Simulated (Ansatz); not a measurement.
# Cu4Sn3: rattling a relaxed structure

It was reached by relaxing an invented guess, and it needn't be the stable form of this composition.

Level of theory: Ansatz 0.2.0, DFT PBE, scalar-relativistic, plane waves, PAW. Plane waves to 420 eV, a k mesh through Γ of 6×6×6 on the computed 14-atom cell and Gaussian smearing (0.10 eV); no spin polarisation.

The cell below (14 atoms, space group Cmcm (No. 63)) is relaxed within its symmetry.

```yaml
crystal:
  lattice:
    - [6.43198, -3.70151, 0.00000]
    - [6.43198, 3.70151, 0.00000]
    - [0.00000, 0.00000, 5.30644]
  atoms:
    - { symbol: Cu, position: [0.00000, 0.00000, 0.50000] }
    - { symbol: Cu, position: [0.00000, 0.00000, 0.00000] }
    - { symbol: Cu, position: [0.34714, 0.34714, 0.00000] }
    - { symbol: Cu, position: [0.34714, 0.34714, 0.50000] }
    - { symbol: Cu, position: [0.68455, 0.31545, 0.25000] }
    - { symbol: Cu, position: [0.31545, 0.68455, 0.75000] }
    - { symbol: Cu, position: [0.65286, 0.65286, 0.50000] }
    - { symbol: Cu, position: [0.65286, 0.65286, 0.00000] }
    - { symbol: Sn, position: [0.03522, 0.33282, 0.25000] }
    - { symbol: Sn, position: [0.66718, 0.96478, 0.25000] }
    - { symbol: Sn, position: [0.31075, 0.68925, 0.25000] }
    - { symbol: Sn, position: [0.96478, 0.66718, 0.75000] }
    - { symbol: Sn, position: [0.33282, 0.03522, 0.75000] }
    - { symbol: Sn, position: [0.68925, 0.31075, 0.75000] }
```

For the test it was strained at random (σ = 1.5 % a component), the atoms were moved at random (σ = 0.05 Å), and all was relaxed again on a coarse 4×4×4 mesh (in the run’s order of axes) with 0.20 eV smearing, with no symmetry imposed.

Question: Does it come back?

Answer: It returns, within 1 meV/atom of the unmoved cell on that mesh and with the same symmetry when read at 0.1 Å. So it is stable against the distortions that fit this cell and that this random move excites. Modes that don't fit the cell aren't tested.
